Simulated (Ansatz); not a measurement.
MgO (rock salt)

```yaml
crystal:
  lattice:
    - [0.00000, 2.10706, 2.10706]
    - [2.10706, 0.00000, 2.10706]
    - [2.10706, 2.10706, 0.00000]
  atoms:
    - { symbol: O, position: [0.00000, 0.00000, 0.00000] }
    - { symbol: Mg, position: [0.50000, 0.50000, 0.50000] }
```

The volume is varied about the relaxed value V₀ at fixed cell shape. Symmetry pins the atoms to their sites.

The numbers are results of PBEsol (plane waves to 420 eV, PAW, scalar-relativistic; Ansatz, an electronic-structure program), not measurements. k mesh 14×14×14 (Γ-centred), Fermi-Dirac smearing 0.05 eV. Energies are smeared free energies. Stress and pressure are positive under compression. MgO was relaxed with its symmetry unable to fall. ΔE is measured from the relaxed starting cell.

```json
[
 {"V (Å³/atom)": "7.858", "ΔE (meV/atom)": "158.3"},
 {"V (Å³/atom)": "8.232", "ΔE (meV/atom)": "82.3"},
 {"V (Å³/atom)": "8.606", "ΔE (meV/atom)": "withheld"},
 {"V (Å³/atom)": "8.981", "ΔE (meV/atom)": "7.9"},
 {"V (Å³/atom)": "9.355", "ΔE (meV/atom)": "0.0"},
 {"V (Å³/atom)": "9.729", "ΔE (meV/atom)": "6.9"},
 {"V (Å³/atom)": "10.103", "ΔE (meV/atom)": "25.8"},
 {"V (Å³/atom)": "10.477", "ΔE (meV/atom)": "54.5"},
 {"V (Å³/atom)": "10.851", "ΔE (meV/atom)": "91.2"}
]
```

Q: Fit a third-order Birch-Murnaghan form (E₀, V₀, B₀, B₀′ free) to the given rows and predict ΔE at V = 8.606.

A: Least squares on the 8 given rows: ΔE = E₀ + (9V₀B₀/16)·y²·[2 + (B₀′ − 4)y], y = (V₀/V)^(2/3) − 1, with V₀ = 9.355 Å³/atom, B₀ = 157.4 GPa (160.2 GPa = 1 eV/Å³; the term in eV is multiplied by 1000), B₀′ = 4.13, E₀ = 0.02 meV/atom; root-mean-square residual 0.06 meV/atom. At 8.606 the fit gives 34.0 meV/atom; the calculation gives 33.9 meV/atom, so the interpolation is off by 0.1 (+0.3 %). For the pressure the fit gives 15.6 GPa against the computed 15.6 GPa.

(Under strain, the slope of the energy per volume gives the stress and its curvature an elastic modulus.)
